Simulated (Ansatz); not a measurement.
Co (P63/mmc); volume scaled by 0.74.

```
Co
1.0
     2.26795    0.00000    0.00000
    -1.13398    1.96411    0.00000
     0.00000    0.00000    3.68124
Co
2
Direct
  0.33333 0.66667 0.25000
  0.66667 0.33333 0.75000
```

The reference geometry is a structure as deposited in COD; nothing is relaxed.

Functional, mesh and filling: PBE, 15×15×8 k mesh, Fermi–Dirac smearing of 0.08 eV. AE-PAW is all-electron PAW in Ansatz 0.2.0 on datasets made for the crystal. Site moments are integrated in spheres about the atoms. Start moments (μB): Co1 2, Co2 2.

The self-consistent cycle went as follows.

```
iteration  Harris–Foulkes energy less the last (meV)  density residual (eV)  M (μB)  ∫|m| (μB)
        1                                  -1927.373                8.1e+00  2.6565     2.7211
        2                                   -458.380                1.8e+00  2.7156     2.8124
        3                                    -20.104                2.4e-01  2.7002     2.8220
        4                                    121.103                3.0e-03  2.6491     2.7885
        5                                     61.592                3.4e-03  2.5992     2.7515
        6                                     28.758                4.0e-04  2.5488     2.7105
        7                                     21.568                8.1e-07  2.5055     2.6744
        8                                     17.208                9.6e-06  2.4664     2.6405
        9                                     14.170                5.7e-06  2.4314     2.6090
       10                                      7.223                1.9e-05  2.3053     2.4873
       11                                      1.021                7.9e-04  2.1332     2.3040
       12                                     -0.630                1.8e-03  1.9982     2.1573
       13                                      0.005                1.8e-04  1.9981     2.1565
       14                                      0.014                7.9e-06  1.9884     2.1441
       15                                      0.006                4.7e-07  1.9859     2.1405
       16                                      0.000                1.3e-09  1.9838     2.1369
       17                                      0.000                2.1e-10  1.9835     2.1365
```

Site moments (μB): Co1 1.03, Co2 1.03. Cell moment 1.98 μB.

The Ansatz runs typed with the search for lower states off end where their start leads. None of this fixes the real material's magnetic order: only patterns that fit the cell were computed, at zero temperature, with a functional that can overstate moments.
